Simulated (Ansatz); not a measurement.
CdO (rock salt), conventional cell a = 4.7677 Å, b = 4.7677 Å, c = 4.7677 Å, α = 90.00°, β = 90.00°, γ = 90.00°. The calculation uses the primitive cell of 2 atoms, to which meshes and values per cell refer.

E(V) scan at fixed shape, V₀ the volume above. Symmetry pins the atoms to their sites.

Computed with PBE (plane waves to 420 eV, PAW, scalar-relativistic; Ansatz, a program for electronic structure). k mesh 13×13×13 (Γ-centred), Fermi-Dirac smearing 0.05 eV. The energy includes the smearing's −TS. CdO was relaxed with its symmetry unable to fall. ΔE is measured from the relaxed starting cell.

### Question
Estimate the ΔE (meV/atom) for V/V₀ = 0.967, 1.017, 1.033, 1.067, 1.100.

### Answer
```tsv
V/V₀	ΔE (meV/atom)
0.967	6
1.017	1
1.033	6
1.067	21
1.100	44
```

(Under strain, the slope of the energy per volume gives the stress and its curvature an elastic modulus.)
